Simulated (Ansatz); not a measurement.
AlAs (zinc blende, F-43m) under volume change, the program Ansatz at the LDA level (PAW), scaled uniformly.

```
V (Å³/atom)  E − E(relaxed) (meV/atom)  P (GPa)
-----------  -------------------------  -------
20.287                            50.2     8.69
20.955                            21.1     5.33
21.624                             5.0     2.46
22.293                             0.0     0.00
22.962                             4.5    -2.09
23.631                            17.0    -3.88
24.299                            36.5    -5.40
```

### Question
What does a third-order Birch–Murnaghan fit give for V₀, B₀ and B′?

### Answer
V₀ = 22.29 Å³/atom, B₀ = 75.4 GPa, B′ = 4.2.

The cell was relaxed with LDA under the symmetry of its start; phonons on a q-mesh show no instability.

Potentials: the earlier of the program's two PAW sets.
